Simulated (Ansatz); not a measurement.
Level of theory: DFT PBE, scalar-relativistic, plane waves, PAW (Ansatz). All cells share a 420 eV cutoff and Γ-centred k meshes spaced at most about 0.3 Å⁻¹ (about 0.25 or finer for metals, 2π included). Collinear spin in cells that started with moments and kept them past the coarse steps, no spin elsewhere.

All energies are static (0 K, no zero-point motion).

Two relaxed structures of NbTe₄Mo:

A. (site moments Nb 0.3 μB) Space group P-6m2 (No. 187), hexagonal, a = 3.616 Å, c = 17.156 Å. Nb is surrounded by 6 Te at 2.81 Å; Te on its first site has 3 Mo at 2.75 Å; Te on its second site has 3 Nb at 2.81 Å; Mo is surrounded by 6 Te at 2.75 Å.

B. (no spin) Space group P-6m2 (No. 187), hexagonal, a = 3.623 Å, c = 14.736 Å. Around Nb lie 6 Te at 2.80 Å; Te on its first site is surrounded by 3 Mo at 2.75 Å; around Te on its second site lie 3 Nb at 2.80 Å; Mo is surrounded by 6 Te at 2.75 Å.

Problem. Which would you expect to be lower, and how large is the difference?

Solution. They are level within the accuracy (6 meV/atom apart, with B the lower in these runs). A has space group P-6m2 (No. 187), 32.4 Å³/atom and no gap on its mesh; B has Nb and Mo ordered on 2H molybdenite sites, space group P-6m2 (No. 187), 27.9 Å³/atom and no gap. Their magnetic states differ too. Both come from invented guesses.

The k mesh leaves some 4 meV/atom of noise in the energy of each metallic cell. No dispersion correction is applied, so the spacing and binding between layers, chains or molecules are poorly described (P-6m2 at 32.4 Å³/atom, P-6m2 at 27.9 Å³/atom), and this can change margins and order among such cells. These runs have no spin–orbit coupling, which can matter for Te. A magnetic state wasn't ruled out in cells without spin, among them P-6m2 at 27.9 Å³/atom. The magnetic state reached may not be the lowest. Cells relaxed within their symmetry can be saddle points. Some structure types and database cells were kept out of the candidates from the start, so a known form may be missing.
